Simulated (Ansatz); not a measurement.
MgTiNO:
```yaml
crystal:
  lattice:
    - [2.96263, 0.00000, 0.00000]
    - [0.00000, 2.96263, 0.00000]
    - [0.00000, 0.00000, 8.63771]
  atoms:
    - { symbol: Ti, position: [0.50000, 0.00000, 0.88422] }
    - { symbol: N, position: [0.00000, 0.50000, 0.87260] }
    - { symbol: Ti, position: [0.00000, 0.50000, 0.11578] }
    - { symbol: N, position: [0.50000, 0.00000, 0.12740] }
    - { symbol: Mg, position: [0.50000, 0.00000, 0.37736] }
    - { symbol: O, position: [0.00000, 0.50000, 0.37805] }
    - { symbol: Mg, position: [0.00000, 0.50000, 0.62264] }
    - { symbol: O, position: [0.50000, 0.00000, 0.62195] }
```

Relaxed with r²SCAN.

**Question.** Give the Bader charges and basin volumes of the independent atoms, DFT-r²SCAN in the program Ansatz with PAW potentials.

**Answer.** 

```
atom  Bader charge (e)  Bader volume (Å³)
----  ----------------  -----------------
Ti1              +1.83                7.8
N2               -1.88               12.1
Mg5              +1.74                4.4
O6               -1.69               13.6
```

Space group P4/nmm. The start of the workflow was typed in or built on a structure type; neither database checked (COD, Materials Project) lists it. Its standing as an ambient phase is unchecked. Symmetry was held in the r²SCAN relaxation; whether a distortion lowers the energy is not shown. The workflow began spin-polarised and lost its moments.

Potentials: the earlier of the program's two PAW sets.
